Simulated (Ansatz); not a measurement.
**LuSb (Fm-3m): lattice vibrations**

```xyz
2
Lattice="0.0000 2.9979 2.9979 2.9979 0.0000 2.9979 2.9979 2.9979 0.0000" Properties=species:S:1:pos:R:3 pbc="T T T"
Lu    0.0000    0.0000    0.0000
Sb    2.9979    2.9979    2.9979
```

The conventional cell has a = 5.996 Å, b = 5.996 Å, c = 5.996 Å, α = 90.00°, β = 90.00°, γ = 90.00°. Lu (atom 1) has 6 Sb at 3.00 Å as nearest neighbours. Sb (atom 2) has 6 Lu at 3.00 Å as nearest neighbours.

Level of theory, where no other is named: PBEsol, all-electron LAPW in Ansatz 0.2.0, scalar-relativistic. k mesh 10×10×10, Fermi-Dirac smearing of 0.100 eV, basis error target 1 meV/atom. The cell was relaxed by PAW under this functional, which moved its volume by -4 % from the database entry's. This phase needn't be the one found at ambient conditions.

Atoms are displaced by 0.01 Å in the smallest supercells that hold the wave vectors of a 2×2×2 mesh. Negative values stand for unstable modes.

**Question.** What are the phonon energies at the solved wave vectors, in cm⁻¹?

**Answer.** 

| q | point | modes (cm⁻¹) |
| --- | --- | --- |
| 0.000 0.000 0.000 | Gamma | 147.4 (×3) |
| 0.500 0.000 0.000 | L | 90.0 (×2), 124.9 (×2), 127.5, 143.8 |
| 0.500 0.500 0.000 | X | 49.2 (×2), 52.4, 146.3 (×2), 158.7 |

**Question.** Is the structure dynamically stable at these wave vectors?

**Answer.** Yes, no mode is unstable there; wave vectors off this mesh aren't tested.

**Question.** How do the optical zone-centre modes decompose, and which are active?

**Answer.** Point group m-3m: Γ_opt = T1u.

```
label   cm⁻¹  activity     mostly
  T1u  147.4        IR  Sb (59 %)
```

In a metal the activity is that of symmetry alone; free carriers screen the infrared modes.

**Question.** How well do frozen-core PAW files reproduce these all-electron values?

**Answer.** With a cutoff of 420 eV and displacements of 0.0025 Å, the r.m.s. difference over the modes is 0.0 cm⁻¹; the largest difference is 158.7 (PAW) against 158.7 cm⁻¹ (LAPW).

**Question.** The cell is scaled evenly to 52.808 and 54.964 Å³ (from 53.886), with free atoms relaxed and the shape held. What are the mode Grüneisen parameters γ = −d ln ω/d ln V?

**Answer.** For the highest mode, 164.9 cm⁻¹ in the small cell and 152.7 in the large one give γ ≈ 1.92. From the change of the dynamical matrix on each mode:

```json
{"point": "Gamma", "cm⁻¹": "147.4", "γ": "1.99"}
{"point": "L", "cm⁻¹": "90.0", "γ": "2.22"}
{"point": "L", "cm⁻¹": "124.9", "γ": "1.64"}
{"point": "L", "cm⁻¹": "127.5", "γ": "1.18"}
{"point": "L", "cm⁻¹": "143.8", "γ": "1.22"}
{"point": "X", "cm⁻¹": "49.2", "γ": "0.38"}
{"point": "X", "cm⁻¹": "52.4", "γ": "-0.62"}
{"point": "X", "cm⁻¹": "146.3", "γ": "2.11"}
{"point": "X", "cm⁻¹": "158.7", "γ": "1.93"}
```

Weighted by the modes' heat capacities at 300 K, the mean on this mesh is 1.44; it moves with the q mesh, and a coarse one overweights the zone boundary. Rows under −0.05 (1 here) are modes that soften under compression and pull towards negative thermal expansion.

Known limits: responses of metals move with mesh and smearing; the frozen-core PAW files of the compared runs were fitted under PBE, their cores solved anew for this functional.
